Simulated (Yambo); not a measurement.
G0W0@PBEsol for KHgF$_{3}$ (space group Cmmm, No. 65, within 0.06 Å of Pm-3m) in Yambo. Reference settings: 2×2×2 Γ-centred k mesh, bands 5 to 142 and a 7 Ry block in the screening, 142 bands in G with the Bruneval-Gonze terminator, plasmon pole fitted at 27.2 eV. The PBEsol gap (-0.5, -0.5, -0.5) → Γ on this mesh is 0.41 eV; G0W0 gaps are taken between the same points.

With and without the terminator, as bands are cut:

```json
[
 {"bands in G (in W)": "60 (142)", "gap, terminator (eV)": "2.404", "gap, none (eV)": "2.101", "valence shift, terminator (eV)": "-0.971", "valence shift, none (eV)": "-0.264"},
 {"bands in G (in W)": "95 (142)", "gap, terminator (eV)": "2.370", "gap, none (eV)": "2.137", "valence shift, terminator (eV)": "-0.983", "valence shift, none (eV)": "-0.543"},
 {"bands in G (in W)": "142 (142)", "gap, terminator (eV)": "2.350", "gap, none (eV)": "2.189", "valence shift, terminator (eV)": "-0.976", "valence shift, none (eV)": "-0.710"}
]
```

Over this range the gap spans 0.054 eV with the terminator and 0.088 eV without, the valence shift 0.012 eV and 0.446 eV. Neither column has reached its limit for certain.

Spin-orbit coupling is not included.

Geometry of the Materials Project entry, not relaxed at this level; primitive cell a = b = 4.533 Å, c = 4.524 Å, α = β = 90.00°, γ = 90.11°.

A shift is the quasiparticle energy of the state minus its PBEsol energy.
